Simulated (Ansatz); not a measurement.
C:
```
CELL_PARAMETERS angstrom
      2.45312     0.00000     0.00000
     -1.22656     2.12447     0.00000
      0.00000     0.00000     6.76932
ATOMIC_POSITIONS crystal
  C  0.00000 0.00000 0.25000
  C  0.00000 0.00000 0.75000
  C  0.33333 0.66667 0.25000
  C  0.66667 0.33333 0.75000
```

Relaxed with r²SCAN+D4. Special points in fractions of this cell's reciprocal vectors: Γ (0.000, 0.000, 0.000); M (0.500, 0.000, 0.000); K (0.333, 0.333, 0.000); A (0.000, 0.000, 0.500); L (0.500, 0.000, 0.500); H (0.333, 0.333, 0.500).

Q: List the band energies nearest the Fermi level at these points for plane-wave PAW r²SCAN+D4 (Ansatz code).

A: In eV from the Fermi level; about four levels below and three above (degenerate sets whole), none deeper than 8.9 eV; … stands for higher levels left out; points with the same levels are listed once.

```json
[
 {"k": "Γ", "below": "-3.27 -3.27 -3.25 -3.25", "above": "4.29 8.73 8.73"},
 {"k": "M", "below": "-6.91 -6.86 -2.98 -2.30", "above": "1.57 2.27 7.58"},
 {"k": "K", "below": "-0.67 -0.07 -0.07", "above": "0.68 11.51 11.51"},
 {"k": "A", "below": "-3.26 -3.26 -3.26 -3.26", "above": "6.99 6.99 …"},
 {"k": "L", "below": "-6.88 -6.88 -2.58 -2.58", "above": "1.73 1.73 7.77 7.77"},
 {"k": "H", "below": "-0.04 -0.04 -0.03 -0.03", "above": "10.53 10.53 …"}
]
```

Space group P6_3/mmc (graphite). The r²SCAN+D4 relaxation kept the symmetry of its start; of distortions, only those at the zone centre were tested. The Fermi level of a semimetal is unsure by some 0.05 eV on such meshes.

Potentials: the later of the program's two PAW sets.
